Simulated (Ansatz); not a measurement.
Data:

PbS (rock salt) is sheared across one {100} plane: the third cell vector gains the shift, so faults repeat every 9.0 Å. The cut lies between planes 3.00 Å apart; the cell height is held.

```xyz
6
Lattice="4.2490 0.0000 0.0000 0.0000 4.2490 0.0000 2.1245 2.1245 9.0136" Properties=species:S:1:pos:R:3 pbc="T T T"
S      1.7704     1.7704     7.5113
S      1.7704     1.7704     1.5023
S      3.8949     3.8949     4.5068
Pb     3.8949     3.8949     7.5113
Pb     3.8949     3.8949     1.5023
Pb     1.7704     1.7704     4.5068
```

In-plane vectors a = (4.249, 0.000) Å, b = (0.000, 4.249) Å, area 18.05 Å². The shift is s times the vector a (length 4.249 Å), so s = 1 restores the start. The shift is rigid: no atom relaxes. γ = [E(shift) − E(0)] / area.

The numbers are results of PBE (plane waves to 420 eV, PAW, scalar-relativistic; Ansatz, a program for electronic structure), not measurements. k mesh 7×7×7 (Γ-centred), Fermi-Dirac smearing 0.05 eV. Energies are extrapolated to zero smearing. Faults lie only 9.0 Å apart, and holding the cell height and the atoms raises γ above its relaxed value. PbS was relaxed with its symmetry unable to fall. Spin-orbit coupling is left out, though Pb is heavy. The PAW data are Ansatz's earlier set. The zero of γ is zero shift.

The scan covers s from 0.000 to 0.917 in 12 points.

Task: Does γ have a local minimum between the ends of the line, and at which s?

Result: No computed point is one.

Task: At which s is γ highest?

Result: s = 0.500.

Task: What is the highest γ among twelve even steps of s?

Result: 475 mJ/m².

(The slope of γ gives the shear force per area between the displaced halves; near zero shift its curvature is an elastic stiffness.)
